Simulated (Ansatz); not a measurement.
SrZrO3:
```yaml
crystal:
  lattice:
    - [2.90285, 1.67596, 4.70832]
    - [-2.90285, 1.67596, 4.70832]
    - [0.00000, -3.35192, 4.70832]
  atoms:
    - { symbol: Sr, position: [0.26686, 0.26686, 0.26686] }
    - { symbol: Sr, position: [0.76686, 0.76686, 0.76686] }
    - { symbol: Zr, position: [0.01158, 0.01158, 0.01158] }
    - { symbol: Zr, position: [0.51158, 0.51158, 0.51158] }
    - { symbol: O, position: [0.75313, 0.18926, 0.32946] }
    - { symbol: O, position: [0.32946, 0.75313, 0.18926] }
    - { symbol: O, position: [0.18926, 0.32946, 0.75313] }
    - { symbol: O, position: [0.82946, 0.68926, 0.25313] }
    - { symbol: O, position: [0.25313, 0.82946, 0.68926] }
    - { symbol: O, position: [0.68926, 0.25313, 0.82946] }
```

x, y and z are the axes in which the lattice vectors are written.

Task: Give the high-frequency dielectric tensor and the Born effective charge tensors of the independent atoms from DFPT, the program Ansatz at the PBEsol level (PAW).

Result: 
ε∞:
```
4.70  0.00  0.00
0.00  4.70  0.00
0.00  0.00  4.55
```
Z* of atom 1 (Sr), rows: field, columns: displacement, in e:
```
 2.56  -0.03   0.00
 0.03   2.56   0.00
 0.00   0.00   2.37
```
Z* of atom 3 (Zr), rows: field, columns: displacement, in e:
```
 6.00   0.46   0.00
-0.46   6.00   0.00
 0.00   0.00   5.74
```
Z* of atom 5 (O), rows: field, columns: displacement, in e:
```
-3.26  -0.76   1.12
-0.75  -2.45   0.69
 1.17   0.73  -2.70
```

Space group R3c. The start of the workflow was typed in or built on a structure type; neither database checked (COD, Materials Project) lists it. COD files the formula under space group No. 62, 63, 221. Its standing as an ambient phase is unchecked. Symmetry was held in the PBEsol relaxation; whether a distortion lowers the energy is not shown. No spin polarisation was allowed. Scalar-relativistic: spin–orbit coupling is off unless named, which matters more the heavier the elements.

Potentials: the later of the program's two PAW sets.
